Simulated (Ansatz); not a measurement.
Zr2Se3 in space group C2/m (No. 12; Pearson symbol mS20), PBE (plane waves, PAW; program Ansatz), all energies at zero smearing, with the estimated change up to a 700 eV cutoff added, with one set of potentials and settings (totals compare only within such a set). Cell of 10 atoms (4 Zr, 6 Se): -49563.808 eV.

| element | reference phase | E (eV/atom) |
|---|---|---|
| Zr | P6_3/mmc, 2 atoms in the cell | -4183.8611 |
| Se | P3_121, 3 atoms in the cell | -5469.0896 |

Formation energy per atom, worked out: (-49563.808 − 4×(-4183.8611) − 6×(-5469.0896))/10 = -1.383 eV/atom (-133 kJ per mol of atoms), at 0 K, without zero-point energy or fitted corrections.

The first step of the workflow began from a Materials Project structure, measured or hypothetical; the Crystallography Open Database copy checked does not list it. Whether it is the stable phase at ambient conditions was not checked. The cell was relaxed with PBE under the symmetry of its start; whether a distortion lowers the energy is not shown. The run is not spin-polarised. The references are the lowest solids computed at this level, not always the standard phases.

Potentials: the earlier of the program's two PAW sets.
